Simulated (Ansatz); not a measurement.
A relaxation of cell and atoms of AlSnI₅ placed in the structure of MgPPd5 (space group No. 123) with the plane-wave code Ansatz, at the level PBEsol. It starts from a supercell of the end of a PBEsol relaxation, slightly strained and with each coordinate displaced at random by about 0.06 Å.

```yaml
crystal:
  lattice:
    - [5.3914595499, 0.0036516622, -0.0214992983]
    - [0.0036516622, 5.4782299887, -0.0743721162]
    - [-0.0312640281, -0.1081510612, 7.8746017823]
  atoms:
    - { symbol: Al, position: [0.5099476493, 0.5122911018, 0.0108381061] }
    - { symbol: Sn, position: [-0.0159073603, 0.0051686756, 0.5002181132] }
    - { symbol: I, position: [0.0026235087, 0.5080685854, 0.2645044311] }
    - { symbol: I, position: [-0.0067995108, 0.4955175561, 0.7189899606] }
    - { symbol: I, position: [0.5143562793, 0.0010225142, 0.2763615575] }
    - { symbol: I, position: [0.5035490789, 0.0080408555, 0.7221829178] }
    - { symbol: I, position: [0.0047083286, 0.0145815257, 0.0086021353] }
kpoints:
  mp_grid: { grid: [4, 4, 2] }
hamiltonian:
  xc: pbesol
scf:
  occupations: { method: fermi_dirac, width: 0.05 }
relax:
  f_tol: 0.01
  cell: {}
  max_steps: 120
```

Of the 77 recorded frames of the trajectory, 20 are shown, each with fractional positions and then forces in eV/Å along x, y and z. Some frames, the last among them, repeat a geometry solved again on a basis re-selected at its cell; pressure is positive in compression.

Step 1: energy 0.0 meV/atom from step 1, largest force component 0.371 eV/Å, pressure +0.62 GPa; a = 5.392 Å, b = 5.479 Å, c = 7.875 Å, α = 91.56°, β = 90.46°, γ = 89.92°
```
Al 0.5099 0.5123 0.0108     0.040   0.023  -0.047
Sn 0.9841 0.0052 0.5002     0.161  -0.057   0.124
I  0.0026 0.5081 0.2645     0.099  -0.074   0.126
I  0.9932 0.4955 0.7190     0.044   0.310   0.111
I  0.5144 0.0010 0.2764    -0.322   0.069  -0.119
I  0.5035 0.0080 0.7222    -0.120  -0.139   0.176
I  0.0047 0.0146 0.0086     0.098  -0.131  -0.371
```

Step 2: energy -9.1 meV/atom from step 1, largest force component 0.052 eV/Å, pressure -0.07 GPa; a = 5.419 Å, b = 5.492 Å, c = 7.936 Å, α = 91.49°, β = 90.27°, γ = 90.03°
```
Al 0.5152 0.5114 0.0103     0.052   0.028   0.022
Sn 0.9835 0.0070 0.5036     0.038  -0.013   0.023
I  0.0079 0.5041 0.2685    -0.042  -0.014   0.048
I  0.9981 0.5085 0.7230    -0.019  -0.003  -0.020
I  0.5024 0.0037 0.2723     0.006   0.002  -0.022
I  0.4989 0.0009 0.7262     0.003   0.023  -0.024
I  0.0065 0.0091 0.9977    -0.037  -0.023  -0.027
```

Step 3: energy -9.7 meV/atom from step 1, largest force component 0.061 eV/Å, pressure -0.02 GPa; a = 5.421 Å, b = 5.484 Å, c = 7.932 Å, α = 91.43°, β = 90.23°, γ = 90.03°
```
Al 0.5171 0.5131 0.0111     0.061   0.032   0.030
Sn 0.9852 0.0060 0.5041     0.034  -0.013   0.013
I  0.0059 0.5026 0.2705    -0.034   0.001   0.004
I  0.9976 0.5084 0.7228    -0.016   0.000  -0.008
I  0.5023 0.0040 0.2714    -0.007  -0.012  -0.022
I  0.4991 0.0029 0.7253    -0.012   0.012  -0.019
I  0.0052 0.0077 0.9964    -0.026  -0.020   0.002
```

Step 4: energy -13.0 meV/atom from step 1, largest force component 0.154 eV/Å, pressure +0.18 GPa; a = 5.437 Å, b = 5.456 Å, c = 7.922 Å, α = 91.13°, β = 90.08°, γ = 90.02°
```
Al 0.5399 0.5274 0.0205     0.154   0.079   0.026
Sn 0.9908 0.0004 0.5051     0.001  -0.012   0.050
I  0.9955 0.4965 0.2748    -0.028   0.033  -0.113
I  0.9936 0.5083 0.7220    -0.033  -0.017   0.003
I  0.4984 0.0018 0.2667    -0.060  -0.056   0.008
I  0.4965 0.0092 0.7210    -0.036  -0.029  -0.032
I  0.9977 0.0010 0.9916     0.003   0.001   0.058
```

Step 5: energy -21.0 meV/atom from step 1, largest force component 0.258 eV/Å, pressure +0.32 GPa; a = 5.452 Å, b = 5.452 Å, c = 7.926 Å, α = 90.93°, β = 89.94°, γ = 90.01°
```
Al 0.5709 0.5448 0.0253     0.258   0.174  -0.001
Sn 0.9904 0.9959 0.5075    -0.023  -0.014   0.056
I  0.9870 0.4928 0.2753    -0.038   0.025  -0.101
I  0.9876 0.5063 0.7209    -0.056  -0.043  -0.004
I  0.4926 0.9982 0.2652    -0.086  -0.088   0.006
I  0.4922 0.0100 0.7182    -0.055  -0.056  -0.028
I  0.9917 0.9968 0.9892    -0.001   0.002   0.072
```

Step 6: energy -35.2 meV/atom from step 1, largest force component 0.345 eV/Å, pressure +0.34 GPa; a = 5.472 Å, b = 5.478 Å, c = 7.937 Å, α = 90.85°, β = 89.84°, γ = 90.03°
```
Al 0.6015 0.5638 0.0251     0.338   0.345  -0.058
Sn 0.9867 0.9933 0.5108    -0.033  -0.027   0.037
I  0.9810 0.4922 0.2725    -0.035  -0.048   0.048
I  0.9809 0.5025 0.7200    -0.080  -0.048  -0.028
I  0.4865 0.9921 0.2661    -0.080  -0.123  -0.013
I  0.4877 0.0053 0.7169    -0.078  -0.081  -0.001
I  0.9882 0.9955 0.9903    -0.033  -0.020   0.015
```

Step 7: energy -56.8 meV/atom from step 1, largest force component 0.567 eV/Å, pressure +0.41 GPa; a = 5.495 Å, b = 5.512 Å, c = 7.948 Å, α = 90.79°, β = 89.71°, γ = 90.07°
```
Al 0.6280 0.5879 0.0234     0.468   0.567  -0.084
Sn 0.9837 0.9904 0.5136    -0.047  -0.050   0.034
I  0.9770 0.4901 0.2721    -0.085  -0.120   0.096
I  0.9745 0.4986 0.7192    -0.122  -0.062  -0.012
I  0.4810 0.9837 0.2661    -0.060  -0.179  -0.036
I  0.4830 0.0000 0.7159    -0.082  -0.115   0.024
I  0.9852 0.9939 0.9914    -0.073  -0.042  -0.021
```

Step 8: energy -86.5 meV/atom from step 1, largest force component 0.678 eV/Å, pressure +0.83 GPa; a = 5.516 Å, b = 5.530 Å, c = 7.946 Å, α = 90.70°, β = 89.58°, γ = 89.97°
```
Al 0.6518 0.6146 0.0229     0.599   0.678  -0.042
Sn 0.9834 0.9856 0.5149    -0.067  -0.064   0.051
I  0.9723 0.4858 0.2758    -0.170  -0.145  -0.076
I  0.9685 0.4962 0.7190    -0.189  -0.136   0.102
I  0.4777 0.9752 0.2644    -0.076  -0.247  -0.087
I  0.4788 0.9976 0.7151    -0.095  -0.145   0.050
I  0.9800 0.9897 0.9896    -0.001   0.060   0.002
```

Step 9: energy -121.2 meV/atom from step 1, largest force component 0.477 eV/Å, pressure +1.38 GPa; a = 5.551 Å, b = 5.566 Å, c = 7.944 Å, α = 90.62°, β = 89.46°, γ = 89.62°
```
Al 0.6762 0.6408 0.0240     0.433   0.477   0.004
Sn 0.9831 0.9799 0.5167    -0.101  -0.100   0.093
I  0.9644 0.4814 0.2772    -0.184  -0.131  -0.198
I  0.9609 0.4933 0.7204    -0.250  -0.177   0.216
I  0.4753 0.9656 0.2615    -0.114  -0.309  -0.120
I  0.4751 0.9949 0.7144    -0.090  -0.159   0.054
I  0.9776 0.9889 0.9874     0.305   0.400  -0.049
```

Step 10: energy -172.6 meV/atom from step 1, largest force component 0.431 eV/Å, pressure +1.12 GPa; a = 5.618 Å, b = 5.667 Å, c = 7.960 Å, α = 90.87°, β = 89.47°, γ = 88.82°
```
Al 0.7004 0.6673 0.0231     0.393   0.431   0.010
Sn 0.9771 0.9740 0.5186    -0.209  -0.242   0.187
I  0.9550 0.4759 0.2731    -0.124   0.022  -0.146
I  0.9495 0.4893 0.7251    -0.275   0.009   0.240
I  0.4730 0.9505 0.2592    -0.036  -0.328  -0.146
I  0.4718 0.9862 0.7160     0.024  -0.136  -0.014
I  0.9857 0.0015 0.9866     0.226   0.244  -0.131
```

Step 68 (rejected): energy -523.9 meV/atom from step 1, largest force component 0.199 eV/Å, pressure +0.06 GPa; a = 7.023 Å, b = 6.687 Å, c = 7.409 Å, α = 69.50°, β = 107.85°, γ = 107.87°
```
Al 0.8400 0.6964 0.1014    -0.025  -0.025  -0.199
Sn 0.8287 0.9618 0.5271    -0.042  -0.038   0.131
I  0.0580 0.4834 0.4075    -0.038   0.067   0.047
I  0.7083 0.4983 0.8320    -0.065  -0.062  -0.013
I  0.5412 0.7746 0.1717     0.151  -0.080  -0.045
I  0.4707 0.0707 0.5172    -0.026   0.074   0.037
I  0.0658 0.0594 0.9447     0.045   0.063   0.042
```

Step 69: energy -527.5 meV/atom from step 1, largest force component 0.022 eV/Å, pressure +0.02 GPa; a = 7.059 Å, b = 6.690 Å, c = 7.411 Å, α = 69.44°, β = 107.29°, γ = 106.96°
```
Al 0.8435 0.6956 0.0920    -0.022   0.001  -0.002
Sn 0.8223 0.9613 0.5337     0.004  -0.013  -0.008
I  0.0540 0.4838 0.4049     0.008  -0.005   0.009
I  0.7006 0.4942 0.8284     0.005  -0.001   0.006
I  0.5524 0.7758 0.1727     0.010   0.003   0.003
I  0.4690 0.0769 0.5253    -0.009   0.009  -0.007
I  0.0708 0.0572 0.9447     0.005   0.006   0.000
```

Step 70: energy -527.5 meV/atom from step 1, largest force component 0.024 eV/Å, pressure 0.00 GPa; a = 7.063 Å, b = 6.695 Å, c = 7.414 Å, α = 69.31°, β = 107.24°, γ = 106.99°
```
Al 0.8426 0.6950 0.0926     0.024   0.007  -0.006
Sn 0.8221 0.9604 0.5334     0.005   0.007   0.009
I  0.0540 0.4834 0.4053    -0.005  -0.002  -0.001
I  0.7001 0.4935 0.8297    -0.002  -0.004   0.001
I  0.5531 0.7776 0.1728    -0.015  -0.001   0.002
I  0.4696 0.0785 0.5235     0.001   0.001  -0.003
I  0.0710 0.0564 0.9444    -0.009  -0.008  -0.002
```

Step 71: energy -527.5 meV/atom from step 1, largest force component 0.002 eV/Å, pressure 0.00 GPa; a = 7.059 Å, b = 6.694 Å, c = 7.417 Å, α = 69.32°, β = 107.20°, γ = 106.94°
```
Al 0.8430 0.6951 0.0925     0.000   0.000   0.002
Sn 0.8223 0.9605 0.5336     0.001  -0.001   0.000
I  0.0540 0.4832 0.4053     0.000   0.001  -0.001
I  0.7002 0.4935 0.8299     0.000   0.000  -0.001
I  0.5529 0.7768 0.1733     0.001   0.001   0.001
I  0.4696 0.0791 0.5230    -0.002   0.000   0.001
I  0.0705 0.0565 0.9440     0.000  -0.001  -0.001
```

Step 72: energy -528.7 meV/atom from step 1, largest force component 0.004 eV/Å, pressure +0.06 GPa; a = 7.059 Å, b = 6.694 Å, c = 7.417 Å, α = 69.32°, β = 107.20°, γ = 106.94°
```
Al 0.8430 0.6951 0.0925    -0.003   0.000   0.003
Sn 0.8223 0.9605 0.5336    -0.001   0.000   0.001
I  0.0540 0.4832 0.4053     0.000   0.001  -0.002
I  0.7002 0.4935 0.8299     0.000   0.000  -0.001
I  0.5529 0.7768 0.1733     0.004   0.000  -0.001
I  0.4696 0.0791 0.5230     0.000   0.000   0.000
I  0.0705 0.0565 0.9440     0.000  -0.001  -0.001
```

Step 73: energy -529.1 meV/atom from step 1, largest force component 0.011 eV/Å, pressure 0.00 GPa; a = 7.096 Å, b = 6.720 Å, c = 7.452 Å, α = 68.93°, β = 108.14°, γ = 107.82°
```
Al 0.8420 0.6952 0.0930    -0.009  -0.003   0.003
Sn 0.8226 0.9605 0.5346    -0.010   0.010   0.007
I  0.0555 0.4841 0.4059    -0.003   0.003  -0.004
I  0.6966 0.4927 0.8304     0.006   0.008   0.007
I  0.5533 0.7749 0.1718     0.007  -0.004  -0.006
I  0.4718 0.0790 0.5205     0.007  -0.011  -0.010
I  0.0707 0.0582 0.9455     0.002  -0.004   0.003
```

Step 74: energy -529.2 meV/atom from step 1, largest force component 0.062 eV/Å, pressure +0.04 GPa; a = 7.135 Å, b = 6.741 Å, c = 7.456 Å, α = 68.71°, β = 108.88°, γ = 108.39°
```
Al 0.8410 0.6951 0.0938    -0.008  -0.005   0.002
Sn 0.8223 0.9627 0.5350     0.060  -0.030  -0.007
I  0.0564 0.4856 0.4079     0.000  -0.003   0.006
I  0.6965 0.4926 0.8301     0.003   0.009  -0.001
I  0.5525 0.7722 0.1697     0.006  -0.002  -0.001
I  0.4733 0.0778 0.5166    -0.062   0.028   0.006
I  0.0706 0.0587 0.9487     0.001   0.003  -0.005
```

Step 75: energy -529.2 meV/atom from step 1, largest force component 0.015 eV/Å, pressure 0.00 GPa; a = 7.144 Å, b = 6.749 Å, c = 7.465 Å, α = 68.59°, β = 109.18°, γ = 108.69°
```
Al 0.8412 0.6951 0.0944    -0.001  -0.002   0.000
Sn 0.8223 0.9626 0.5349     0.015  -0.003   0.005
I  0.0570 0.4857 0.4090    -0.001   0.001  -0.001
I  0.6958 0.4931 0.8301     0.000  -0.006  -0.002
I  0.5528 0.7713 0.1693    -0.002   0.000  -0.002
I  0.4723 0.0776 0.5151    -0.010   0.007   0.001
I  0.0712 0.0592 0.9489    -0.002   0.001  -0.001
```

Step 76: energy -529.3 meV/atom from step 1, largest force component 0.006 eV/Å, pressure 0.00 GPa; a = 7.148 Å, b = 6.751 Å, c = 7.465 Å, α = 68.56°, β = 109.32°, γ = 108.77°
```
Al 0.8406 0.6948 0.0942    -0.003  -0.003   0.000
Sn 0.8229 0.9626 0.5354     0.002   0.003   0.002
I  0.0569 0.4859 0.4091     0.002  -0.001   0.002
I  0.6957 0.4925 0.8298     0.000   0.006   0.002
I  0.5526 0.7712 0.1688    -0.004  -0.001  -0.002
I  0.4729 0.0783 0.5148     0.000  -0.004  -0.002
I  0.0708 0.0594 0.9496     0.002   0.000  -0.004
```

Step 77: energy -529.3 meV/atom from step 1, largest force component 0.006 eV/Å, pressure 0.00 GPa; a = 7.148 Å, b = 6.751 Å, c = 7.465 Å, α = 68.56°, β = 109.32°, γ = 108.77°
```
Al 0.8406 0.6948 0.0942    -0.003  -0.003   0.000
Sn 0.8229 0.9626 0.5354     0.002   0.003   0.002
I  0.0569 0.4859 0.4091     0.002  -0.001   0.002
I  0.6957 0.4925 0.8298     0.000   0.006   0.002
I  0.5526 0.7712 0.1688    -0.004  -0.001  -0.002
I  0.4729 0.0783 0.5148     0.000  -0.004  -0.002
I  0.0708 0.0594 0.9496     0.002   0.000  -0.004
```

In 73 steps the volume changed by +32.5 %; between the first SCF and the last, each on a basis chosen for its cell, the energy fell by 529 meV an atom. Final cell: the symmetry is P1 (No. 1, triclinic); a = 6.751 Å, b = 7.148 Å, c = 7.465 Å, α = 70.7°, β = 68.6°, γ = 71.2° in the conventional setting, 44.00 Å³ an atom. Al has 4 I at 2.54–2.56 Å; Sn has 5 I at 2.79–3.31 Å; I has 1 Al at 2.55 Å and 1 Sn at 3.31 Å; I has 1 Al at 2.56 Å and 1 Sn at 3.18 Å; I has 1 Al at 2.54 Å and 1 Sn at 3.22 Å; I has 1 Sn at 2.79 Å; I has 1 Al at 2.56 Å and 1 Sn at 3.20 Å.

Command: `ansatz run input.yaml --threads 4 --pin off --max-ram 4608MiB --backend cpu --events-out ev --progress --plain --runs-dir out`.

**Question.** It ran on 4 threads of Arm Neoverse V2, on a shared host. About how long did it take, and how much host memory at the peak?

**Answer.** About 8.3 min, with a peak of 0.84 GiB.

Spin-unpolarised throughout. Whether this structure exists isn't addressed.
